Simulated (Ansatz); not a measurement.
Y (bcc (W type), Im-3m) under volume change, plane-wave PAW PBE (Ansatz code), scaled uniformly.

| V (Å³/atom) | E − E(relaxed) (meV/atom) | P (GPa) |
|---|---|---|
| 30.008 | 36.7 | 4.23 |
| 30.998 | 15.6 | 2.64 |
| 31.987 | 3.7 | 1.23 |
| 32.976 | 0.0 | -0.01 |
| 33.965 | ? | ? |
| 34.955 | ? | ? |
| 35.944 | 28.8 | -2.92 |

### Question
Some entries are withheld; supply them.

### Answer

- 33.965, E − E(relaxed) (meV/atom): 3.5
- 33.965, P (GPa): -1.10
- 34.955, E − E(relaxed) (meV/atom): 13.3
- 34.955, P (GPa): -2.07

### Question
What does a third-order Birch–Murnaghan fit give for V₀, B₀ and B′?

### Answer
V₀ = 32.97 Å³/atom, B₀ = 38.8 GPa, B′ = 3.1.

The cell is a constructed one: a structure type filled with these elements; neither database checked (COD, Materials Project) lists it. It is not the phase usual at ambient conditions (space group No. 194). The PBE relaxation kept the symmetry of its start. At this level the phase is dynamically unstable (imaginary phonons). No spin polarisation was allowed.

Potentials: the later of the program's two PAW sets.
